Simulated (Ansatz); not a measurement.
All numbers below come from Ansatz 0.2.0, DFT PBE, scalar-relativistic, plane waves, PAW. Settings: cutoff 420 eV, Γ-centred meshes spaced at most about 0.3 Å⁻¹, and about 0.25 Å⁻¹ or finer for metals (2π included), Gaussian smearing. No spin polarisation in the final relaxations.

These are static total energies at zero pressure. All come from trial cells, and lower structures may exist.

Question: These unrelaxed guesses for Mg2BeS3 are each relaxed within their symmetry. Order them by the energy at which they end, lowest first.
A.

```
Mg Be S
1.0
     3.60944    0.00000    0.00000
     0.00000    3.60944    0.00000
     0.00000    0.00000    7.84260
Mg Be S
2 1 3
Direct
  0.50000 0.00000 0.26261
  0.00000 0.50000 0.73739
  0.00000 0.00000 0.00000
  0.50000 0.00000 0.62505
  0.00000 0.50000 0.37495
  0.50000 0.50000 0.00000
```

B.

```
Mg Be S
1.0
     3.52649    0.00000    0.00000
     0.00000    4.39237    0.00000
     0.00000    0.00000    7.62630
Mg Be S
2 1 3
Direct
  0.00000 0.50000 0.02825
  0.00000 0.00000 0.48492
  0.50000 0.50000 0.32491
  0.50000 0.00000 0.83616
  0.50000 0.00000 0.18152
  0.50000 0.50000 0.64423
```

C.

```
Mg Be S
1.0
     3.77106    0.00000    0.00000
    -1.88553    3.26583    0.00000
     0.00000    0.00000    9.30269
Mg Be S
2 1 3
Direct
  0.33333 0.66667 0.66867
  0.66667 0.33333 0.33133
  0.00000 0.00000 0.00000
  0.33333 0.66667 0.16576
  0.66667 0.33333 0.83424
  0.00000 0.00000 0.50000
```

D.

```
Mg Be S
1.0
     2.76516    1.59647    4.39279
    -2.76516    1.59647    4.39279
     0.00000   -3.19293    4.39279
Mg Be S
2 1 3
Direct
  0.62652 0.62652 0.62652
  0.37348 0.37348 0.37348
  0.00000 0.00000 0.00000
  0.00000 0.50000 0.00000
  0.50000 0.00000 0.00000
  0.00000 0.00000 0.50000
```

Answer: C (ends in P-3m1, 0 meV/atom), B (ends in Pmm2, 128 meV/atom), A (ends in P-4m2, 269 meV/atom), D (ends in R-3m, 0.64 eV/atom).

Weakly bound directions are ill-defined at this level, which has no dispersion term (Pmm2, P-4m2), and this can change margins and order among such cells. Cells relaxed within their symmetry can be saddle points. Some types were kept out of the candidates beforehand, so the set may lack a known form.
